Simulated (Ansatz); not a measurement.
With the program Ansatz at the PBEsol level (PAW), Hg in the simple rhombohedral structure (R-3m) relaxes to a = 3.541 Å, c = 6.587 Å.

Electronic character: metallic (no gap).

The cell was relaxed with PBEsol under the symmetry of its start. The substance is a gas or liquid at ambient conditions; this is its low-temperature solid. Axis ratios of metals converge slowly with the k-mesh, so a and c are less sure than the volume. Scalar-relativistic: spin–orbit coupling is off unless named, which matters more the heavier the elements.

Potentials: the later of the program's two PAW sets.
